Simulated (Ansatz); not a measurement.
TaW (rock salt) was relaxed and computed twice in Ansatz (plane waves, PAW), once with PBE and once with PBEsol.

|  | run 1 | run 2 |
|---|---|---|
| cell | a = b = c = 5.313 Å, α = β = γ = 90.00° | a = b = c = 5.3755 Å, α = β = γ = 90.00° |
| ΔH_f (eV/atom) | 1.23 | 1.18 |
| B₀ by P(V) fit (GPa) | 193 | 179 |

### Question
Which run used which functional?

### Answer
Run 1 is PBEsol, run 2 is PBE.

Typed or built starts, not in the databases checked: TaW, rock salt. Unstable at this level: TaW, rock salt with PBEsol. All cells were relaxed under the symmetry of their starts (and spin orders); stability against distortions was not tested throughout. Rows with no word on spin ran without spin polarisation. Spin–orbit coupling is left out wherever it is not named.

Potentials: the later of the program's two PAW sets.

Ansatz (a first-principles code) is a plane-wave DFT program.

Formation energies count from the lowest solids of the elements computed at the same level, not from gases.
